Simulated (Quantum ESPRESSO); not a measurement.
Ag3Zr3Hf2, input and log of a self-consistent run

Computed values, not a measurement. The program is pw.x of Quantum ESPRESSO 7.5 (plane-wave density functional theory). The cell is made up: eight metal atoms on a hexagonal close-packed lattice, with elements, volume, strain and displacements drawn at random and not relaxed, so it may be unstable or far from any real phase. PseudoDojo standard norm-conserving files set the functional (PBE unless stated); there is no spin polarisation or spin-orbit coupling, the Fermi-Dirac width of 0.25 eV means electrons at about 2900 K, and the masses in the input are unused placeholders. Heavy elements are run without spin-orbit coupling, which real alloys of them have. A spin test at this wide smearing found no moment, but such smearing suppresses magnetism that the real alloy may have.

Input:

```
&control calculation='scf', pseudo_dir='./dojo.nc.sr.pbe.v0_5.standard.upf', outdir='./o', disk_io='minimal', tprnfor=.true., tstress=.true. /
&system ibrav=0, nat=8, ntyp=3, nbnd=73, ecutwfc=82.02448710, nosym=.true., tot_charge=0,
 occupations='smearing', smearing='fd', degauss=0.0183746611
/
&electrons conv_thr=1.470e-08, electron_maxstep=70, mixing_beta=0.5 /
ATOMIC_SPECIES
Ag 1.0 Ag.upf
Hf 1.0 Hf.upf
Zr 1.0 Zr.upf
CELL_PARAMETERS angstrom
3.1708 -0.0026 5.1481
3.1945 0.0289 -5.1628
-3.1599 5.4626 -0.0096
ATOMIC_POSITIONS angstrom
Ag 0.0165 0.0148 0.1546
Zr -1.5982 2.7307 -0.0426
Ag 3.2452 1.7936 -2.671
Zr 1.6359 4.6818 -2.6485
Ag 3.1198 -0.0374 -0.006
Zr 1.5906 2.8043 0.0272
Hf 3.0624 1.9136 2.6856
Hf 1.5751 4.5313 2.6532
K_POINTS automatic
5 5 4 1 1 1
```

The log is shortened where brackets say so; the opening notice, blank lines, dates and the lines on written files are dropped, and the path of the files is cut. It prints rydbergs, bohrs and kilobars, and counts compression as positive stress. Its total energy is the free energy E - TS of the whole cell.

```
     Program PWSCF v.7.5
     Parallel version (MPI & OpenMP), running on       4 processor cores
     Number of MPI processes:                 4
     Threads/MPI process:                     1
     [start-up lines left out]
     bravais-lattice index     =            0
     lattice parameter (alat)  =      11.4257  a.u.
     unit-cell volume          =    1212.5840 (a.u.)^3
     number of atoms/cell      =            8
     number of atomic types    =            3
     number of electrons       =       117.00
     number of Kohn-Sham states=           73
     kinetic-energy cutoff     =      82.0245  Ry
     charge density cutoff     =     328.0979  Ry
     scf convergence threshold =      1.5E-08
     mixing beta               =       0.5000
     number of iterations used =            8  plain     mixing
     Exchange-correlation= PBE
                           (   1   4   3   4   0   0   0)
     [axes and pseudopotential details left out]
   Cartesian axes
     site n.     atom                  positions (alat units)
         1        Ag     tau(   1) = (   0.0027290   0.0024478   0.0255696  )
         2        Zr     tau(   2) = (  -0.2643299   0.4516367  -0.0070457  )
         3        Ag     tau(   3) = (   0.5367310   0.2966476  -0.4417628  )
         4        Zr     tau(   4) = (   0.2705652   0.7743336  -0.4380415  )
         5        Ag     tau(   5) = (   0.5159908  -0.0061857  -0.0009924  )
         6        Zr     tau(   6) = (   0.2630730   0.4638096   0.0044987  )
         7        Hf     tau(   7) = (   0.5064973   0.3164947   0.4441775  )
         8        Hf     tau(   8) = (   0.2605094   0.7494421   0.4388188  )
     number of k points=    50  Fermi-Dirac smearing, width (Ry)=  0.0184
                       cart. coord. in units 2pi/alat
        k(    1) = (   0.1889542   0.2476599   0.0011909), wk =   0.0400000
        k(    2) = (   0.1878156   0.5237130   0.0020317), wk =   0.0400000
     [further k points left out]
     Dense  grid:   121669 G-vectors     FFT dimensions: (  72,  72,  72)
     Estimated max dynamical RAM per process >     440.21 MB
     Estimated total dynamical RAM >       1.63 GB
     Initial potential from superposition of free atoms
     starting charge     116.9878, renormalised to     117.0000
     Starting wfcs are   80 randomized atomic wfcs
     total cpu time spent up to now is        6.3 secs
     per-process dynamical memory:   352.6 Mb
     Self-consistent Calculation
     iteration #  1     ecut=    82.02 Ry     beta= 0.50
     Davidson diagonalization with overlap
     ethr =  1.00E-02,  avg # of iterations =  2.7
     total cpu time spent up to now is       20.9 secs
     total energy              =   -1458.48583819 Ry
     estimated scf accuracy    <       1.85362299 Ry
     iteration #  2     ecut=    82.02 Ry     beta= 0.50
     Davidson diagonalization with overlap
     ethr =  1.58E-03,  avg # of iterations =  3.5
     total cpu time spent up to now is       36.7 secs
     total energy              =   -1459.03854495 Ry
     estimated scf accuracy    <       3.80467258 Ry
     iteration #  3     ecut=    82.02 Ry     beta= 0.50
     Davidson diagonalization with overlap
     ethr =  1.58E-03,  avg # of iterations =  2.0
     total cpu time spent up to now is       50.1 secs
     total energy              =   -1459.42723918 Ry
     estimated scf accuracy    <       0.56493488 Ry
     iteration #  4     ecut=    82.02 Ry     beta= 0.50
     Davidson diagonalization with overlap
     ethr =  4.83E-04,  avg # of iterations =  2.0
     total cpu time spent up to now is       62.9 secs
     total energy              =   -1459.47314253 Ry
     estimated scf accuracy    <       0.09199974 Ry
     iteration #  5     ecut=    82.02 Ry     beta= 0.50
     Davidson diagonalization with overlap
     ethr =  7.86E-05,  avg # of iterations =  5.6
     total cpu time spent up to now is       78.8 secs
     total energy              =   -1459.48397991 Ry
     estimated scf accuracy    <       0.04974735 Ry
     [iterations 6 to 12 left out]
     iteration # 13     ecut=    82.02 Ry     beta= 0.50
     Davidson diagonalization with overlap
     ethr =  1.27E-09,  avg # of iterations =  3.3
     total cpu time spent up to now is      193.4 secs
     total energy              =   -1459.49266472 Ry
     estimated scf accuracy    <       0.00000024 Ry
     iteration # 14     ecut=    82.02 Ry     beta= 0.50
     Davidson diagonalization with overlap
     ethr =  2.07E-10,  avg # of iterations =  2.5
     total cpu time spent up to now is      207.3 secs
     total energy              =   -1459.49266476 Ry
     estimated scf accuracy    <       0.00000004 Ry
     iteration # 15     ecut=    82.02 Ry     beta= 0.50
     Davidson diagonalization with overlap
     ethr =  3.70E-11,  avg # of iterations =  4.2
     total cpu time spent up to now is      220.4 secs
     total energy              =   -1459.49266476 Ry
     estimated scf accuracy    <       0.00000009 Ry
     iteration # 16     ecut=    82.02 Ry     beta= 0.50
     Davidson diagonalization with overlap
     ethr =  3.70E-11,  avg # of iterations =  2.6
     total cpu time spent up to now is      232.5 secs
     total energy              =   -1459.49266477 Ry
     estimated scf accuracy    <       0.00000002 Ry
     iteration # 17     ecut=    82.02 Ry     beta= 0.50
     Davidson diagonalization with overlap
     ethr =  1.62E-11,  avg # of iterations =  2.3
     total cpu time spent up to now is      244.6 secs
     End of self-consistent calculation
     [lines on levels left out]
!    total energy              =   -1459.49266476 Ry
     estimated scf accuracy    <          9.1E-09 Ry
     smearing contrib. (-TS)   =      -0.14529286 Ry
     internal energy E=F+TS    =   -1459.34737190 Ry
     The total energy is F=E-TS. E is the sum of the following terms:
     one-electron contribution =    -606.43947590 Ry
     hartree contribution      =     348.68446689 Ry
     xc contribution           =    -255.53420686 Ry
     ewald contribution        =    -946.05815604 Ry
     convergence has been achieved in  17 iterations
     Forces acting on atoms (cartesian axes, Ry/au):
     atom    1 type  1   force =    -0.00744138    0.00048548   -0.01956716
     atom    2 type  3   force =    -0.00949899   -0.02515764    0.02616674
     atom    3 type  1   force =    -0.01807440    0.01025768    0.01433957
     atom    4 type  3   force =    -0.00014278   -0.00996332    0.01386219
     atom    5 type  1   force =     0.00581121    0.01165909    0.00152130
     atom    6 type  3   force =     0.00147577   -0.01622849   -0.00615392
     atom    7 type  2   force =     0.03188888   -0.00084221   -0.02252380
     atom    8 type  2   force =    -0.00401831    0.02978941   -0.00764492
     Total force =     0.075747     Total SCF correction =     0.000243
     Computing stress (Cartesian axis) and pressure
          total   stress  (Ry/bohr**3)                   (kbar)     P=      -53.99
  -0.00039940  -0.00002177   0.00000129          -58.75       -3.20        0.19
  -0.00002177  -0.00035762   0.00001078           -3.20      -52.61        1.59
   0.00000129   0.00001078  -0.00034409            0.19        1.59      -50.62
     init_run     :      6.03s CPU      6.23s WALL (       1 calls)
     electrons    :    233.84s CPU    238.26s WALL (       1 calls)
     forces       :      2.07s CPU      2.09s WALL (       1 calls)
     stress       :      7.31s CPU      7.46s WALL (       1 calls)
     [timing details left out]
     PWSCF        :   4m 9.35s CPU   4m14.21s WALL
     JOB DONE.
```

In other units: free energy -19857.409 eV for the cell, pressure -5.40 GPa, largest force component 0.820 eV/Å in size. The run took 256 s of wall time with four MPI processes on a shared machine (AMD EPYC, Zen 5, virtual cores), so the time is rough. A rerun of this cell at a higher cutoff and on a denser mesh moved values by no more than 0.004 eV in energy, 0.06 GPa in stress and 0.003 eV/Å in force, and a second program with other atomic files agreed on that cell to 2 % rms in force and 0.5 GPa in pressure.